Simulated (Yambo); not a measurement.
**How GW settings move the gap: LiNbF6**

G0W0@LDA for LiNbF₆ (space group R-3, No. 148) in Yambo. Reference settings: 2×2×2 Γ-centred k mesh, bands 2 to 159 and a 7 Ry block in the screening, 159 bands in G with the Bruneval-Gonze terminator, plasmon pole fitted at 27.2 eV. The LDA gap Γ → L on this mesh is 5.29 eV; G0W0 gaps are taken between the same points.

| change from the reference | G0W0 gap Γ → L (eV) | shift of the valence edge (eV) | rough Yambo cost |
|---|---|---|---|
| reference settings | 9.51 | -1.92 | 1 |
| 68 bands in G | 9.57 | -1.91 | – |
| wavefunctions cut at 25 Ry | 9.47 | -1.83 | within a factor of two |
| no point-group symmetry | 9.51 | -1.92 | within a factor of two |
| 68 bands in G, no terminator | 9.83 | -1.44 | – |
| no terminator | 9.57 | -1.73 | – |

The reference isn't shown to be the converged limit. Costs are rough (shared machines), scaled to the same edge states, and given only for runs that recompute the screening.

Spin-orbit splittings are left out.

Geometry of the Materials Project entry, not relaxed at this level; primitive cell a = 5.430 Å, b = 5.430 Å, c = 5.430 Å, α = 56.19°, β = 56.19°, γ = 56.19°.

The structure is a Materials Project entry; no match was found in the copy of COD used, and its stability was not checked.

A shift is the quasiparticle energy of the state minus its LDA energy.
